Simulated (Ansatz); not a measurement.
ScF₃:
Space group Pm-3m (No. 221); a = b = c = 4.0303 Å, α = β = γ = 90.00°

```
atom  site  symmetry       x       y       z
----  ----  --------  ------  ------  ------
Sc      1a      m-3m  0.0000  0.0000  0.0000
F       3d    4/mm.m  0.0000  0.0000  0.5000
```

Relaxed with r²SCAN. DFT-r²SCAN in the program Ansatz with PAW potentials gives a gap of 6.98 eV.

Task: What gap does HSE06 give on the same cell (Ansatz, PAW)?

Result: 8.80 eV, 1.81 eV more. The hybrid was solved on a coarser mesh and at special points; its gap is the smallest among all of these.

| k | v1 r²SCAN | c1 r²SCAN | v1 HSE06 | c1 HSE06 |
|---|---|---|---|---|
| Γ | -0.52 | 6.98 | -0.51 | 8.80 |
| R | 0.00 | 8.51 | ___ | ___ |
| M | 0.00 | 7.86 | ___ | ___ |
| X | -0.53 | 7.02 | ___ | ___ |

Task: Top valence (v1) and lowest conduction level (c1) in eV from each method's valence maximum (which need not be a listed point): supply the withheld HSE06 values.

Result: 
- X, v1 HSE06: -0.53
- X, c1 HSE06: 8.84
- R, v1 HSE06: 0.00
- R, c1 HSE06: 10.47
- M, v1 HSE06: 0.00
- M, c1 HSE06: 9.75

Cost on shared cores: the r²SCAN run (SCF on a 7×7×7 mesh, then bands and DOS) roughly 21 core-seconds, the HSE06 run (SCF on 5×5×5, then a few points) very roughly 120 core-seconds; the tasks are unlike.

The workflow started from an entry of the Crystallography Open Database (COD, 300 K), which files this formula under 4 space groups. Whether it is the stable phase at ambient conditions was not checked. The cell was relaxed with r²SCAN under the symmetry of its start; whether a distortion lowers the energy is not shown. The run is not spin-polarised.

Potentials: the later of the program's two PAW sets.
